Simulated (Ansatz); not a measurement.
Take a crystal in which Ba has been replaced by Ca on all its sites, with the cell rescaled by a rough guess (in some cases also distorted within its space group) and nothing relaxed:

```yaml
crystal:
  lattice:
    - [4.04914, 0.00000, 0.00000]
    - [-2.02457, 3.50666, 0.00000]
    - [0.00000, 0.00000, 3.57056]
  atoms:
    - { symbol: Ca, position: [0.00000, 0.00000, 0.00000] }
```

Computed with DFT PBEsol, scalar-relativistic, plane waves, PAW in Ansatz.

Settings: cutoff 420 eV, Γ-centred mesh 12×12×12 on the computed 1-atom cell, Gaussian smearing of 0.10 eV; no spin polarisation.

(1) What pressure does the cell carry?

(2) Is it a metal on this mesh?

## Answers

(1) The pressure is -2.2 GPa (positive in compression), so the cell would contract.

(2) Yes, a band crosses the Fermi level.

This form isn't the element's structure at ambient conditions.